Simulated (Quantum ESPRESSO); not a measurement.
Space group P2₁/m (No. 11); a = 4.094 Å, b = 4.095 Å, c = 5.785 Å, α = γ = 90.00°, β = 90.13°

```
atom  site  symmetry       x       y       z
----  ----  --------  ------  ------  ------
Br      2e         m  0.2507  0.2500  0.7498
Ag      2e         m  0.2491  0.2500  0.2497
```

The PBEsol cell relaxed from Materials Project entry mp-570301 was given an isotropic strain of +2 % on all lattice vectors, and the atoms were relaxed again.

What does PBEsol (pw.x of Quantum ESPRESSO, ONCV potentials, no spin-orbit coupling) give for the electronic structure near the Fermi level?

The PBEsol gap is indirect, 0.51 eV, from H to Γ; the smallest direct gap is 2.36 eV. Spin-orbit splittings are left out.

This is not the ordinary phase of the substance; no match was found in the copy of COD used, and its stability was not checked.
